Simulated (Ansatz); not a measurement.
## GaAs: from a starting cell to a relaxed one

The start is a generated cell, GaAs built in the zincblende structure type. Cell shape, volume and atoms are optimised at zero target pressure with PBEsol (plane waves to 420 eV, PAW, scalar-relativistic; Ansatz, an electronic-structure program). First-step values are on the input's coarse k-mesh.

Ansatz input (later rounds restart from its end on a renewed k-mesh):
Ansatz 0.2 input:
```yaml
crystal:
  lattice:
    - [0, 2.830278, 2.830278]
    - [2.830278, 0, 2.830278]
    - [2.830278, 2.830278, 0]
  atoms:
    - { symbol: As, position: [0.75, 0.75, 0.75] }
    - { symbol: Ga, position: [0, 0, 0] }
basis: { ecutwfc: 420, ecutrho_ratio: 4, xc_grid: 2, fft_grid_basis: typed }
kpoints: { mp_grid: { grid: [7, 7, 7] } }
hamiltonian:
  xc: pbesol
  dispersion: none
  pseudopotentials: { kind: paw }
scf: { occupations: { method: fermi_dirac, width: 0.05 } }
relax: { f_tol: 0.01, max_steps: 100, cell: { stress_tol: 0.02 } }
output: { forces: true, stress: true }
```

```json
{
  "outcome": "The space group stays F-43m (No. 216) (the run could not lower it); the end is zinc blende type, with 2 atoms in the primitive cell",
  "energy_released": "under 0.01 eV/atom",
  "Shortest distances (start → end)": "The closest pairs of elements (up to four, under 3.6 Å), start → end: As–Ga 2.45 → 2.45 Å",
  "optimiser_moves": "1"
}
```

The end point of the relaxation:

Space group F-43m (No. 216); a = 5.6588 Å, b = 5.6588 Å, c = 5.6588 Å, α = 90.00°, β = 90.00°, γ = 90.00°

| atom | site | symmetry | x | y | z |
|---|---|---|---|---|---|
| As | 4c | -43m | 0.2500 | 0.2500 | 0.2500 |
| Ga | 4a | -43m | 0.0000 | 0.0000 | 0.0000 |
(The calculation used a cell of 2 atoms; values per cell refer to that cell.)

Final values are on a 10×10×10 k-mesh of the relaxed cell. No spin polarisation in the result.

The run could not lose the symmetry of its start.

All atoms sit on sites fixed by symmetry, so only the cell could relax.
